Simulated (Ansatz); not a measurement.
SrSi in space group Cmcm (No. 63; Sr on 4c, Si on 4c) at seven volumes, the program Ansatz at the r²SCAN level (PAW), shape and atoms relaxed at each. One row is withheld.

```csv
V (Å³/atom),P (GPa)
25.186,5.40
26.016,?
26.847,1.52
27.677,0.00
28.507,-1.29
29.338,-2.37
30.168,-3.25
```

Fit the shown pressures and predict the withheld one.

Third-order Birch–Murnaghan: P = (3/2)B₀(x^(7/2) − x^(5/2))[1 + (3/4)(B′ − 4)(x − 1)] with x = (V₀/V)^(2/3). Least squares on the six rows gives V₀ = 27.676 Å³/atom, B₀ = 46.14 GPa, B′ = 4.60. At V = 26.016, x = 1.0421 and P = 3.29 GPa. The run itself gave 3.31 GPa.

The workflow started from an entry of the Crystallography Open Database (COD). Whether it is the stable phase at ambient conditions was not checked. The r²SCAN relaxation kept the symmetry of its start; whether a distortion lowers the energy is not shown.

Potentials: the later of the program's two PAW sets.
